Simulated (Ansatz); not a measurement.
CsCdF3 (cubic perovskite, space group No. 221), a = 4.4616 Å, b = 4.4616 Å, c = 4.4616 Å, α = 90.00°, β = 90.00°, γ = 90.00°.

Relaxed with PBEsol.

Q: Tabulate the valence density and the electron localisation function along the shortest Cs–F contact (3.15 Å), PBEsol (plane waves, PAW; program Ansatz).

A: 

| distance from Cs (Å) | density (e/Å³) | ELF |
|---|---|---|
| 0.32 | 0.41 | 0.06 |
| 0.47 | 0.85 | 0.41 |
| 0.63 | 1.13 | 0.75 |
| 0.79 | 1.10 | 0.87 |
| 0.95 | 0.84 | 0.89 |
| 1.10 | 0.54 | 0.87 |
| 1.26 | 0.30 | 0.75 |
| 1.42 | 0.17 | 0.42 |
| 1.58 | 0.10 | 0.11 |
| 1.74 | 0.08 | 0.04 |
| 1.89 | 0.09 | 0.06 |
| 2.05 | 0.16 | 0.26 |
| 2.21 | 0.32 | 0.57 |
| 2.37 | 0.71 | 0.75 |
| 2.52 | 1.70 | 0.82 |
| 2.68 | 4.21 | 0.81 |
| 2.84 | 8.48 | 0.71 |

The density is the valence pseudo-density with augmentation charge, so density and ELF within about 1 Å of a nucleus are not all-electron values.

Space group Pm-3m (cubic perovskite). The workflow started from a Materials Project entry (that database holds measured and hypothetical structures alike); the Crystallography Open Database copy checked does not list it. Whether it is the stable phase at ambient conditions was not checked. Symmetry was held in the PBEsol relaxation; its stability against distortions is not shown here. Scalar-relativistic: spin–orbit coupling is off unless named, which matters more the heavier the elements.

Potentials: the later of the program's two PAW sets.
